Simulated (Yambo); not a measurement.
G0W0@PBEsol for CsSnBr3 (cubic perovskite, space group Pm-3m, No. 221) in Yambo (2×2×2 mesh, 7 Ry block, plasmon pole, screening fixed), without a terminator:

```csv
bands N in G,gap R → R (eV),shift of the valence edge (eV)
192,0.671,-0.069
344,0.792,-0.436
548,0.866,-0.614
```

Q: Extrapolate both columns to infinite N with E(N) = E∞ + A/N, test the form, and compare with the terminator.

A: From two points, E∞ = (N2 E2 − N1 E1)/(N2 − N1). The two largest N give 0.99 eV for the gap and -0.91 eV for the shift; the two smallest give 0.94 eV and -0.90 eV. For the gap the slopes A are -53 and -68 eV: the form isn't reached, and its limit is uncertain. For the shift the slopes A are 160 and 160 eV: the 1/N form holds. With the Bruneval-Gonze terminator and 548 bands the run gives 0.92 eV and -0.75 eV, 0.07 eV and 0.16 eV from the extrapolated values: the terminator too is an estimate of the remainder. Block, mesh and the bands in W are held fixed.

The standard potential for Sn keeps a d shell in the valence without the s and p states of that shell. In tests on such compounds this moved G0W0 gaps by up to about 0.9 eV, so absolute quasiparticle energies here are unreliable; differences between settings are what counts.

Spin-orbit coupling is included.

Geometry of the Materials Project entry, not relaxed at this level; primitive cell a = b = c = 5.8390 Å, α = β = γ = 90.00°.

The structure is a Materials Project entry; no match was found in the copy of COD used, and its stability was not checked.

A shift is the quasiparticle energy of the state minus its PBEsol energy.
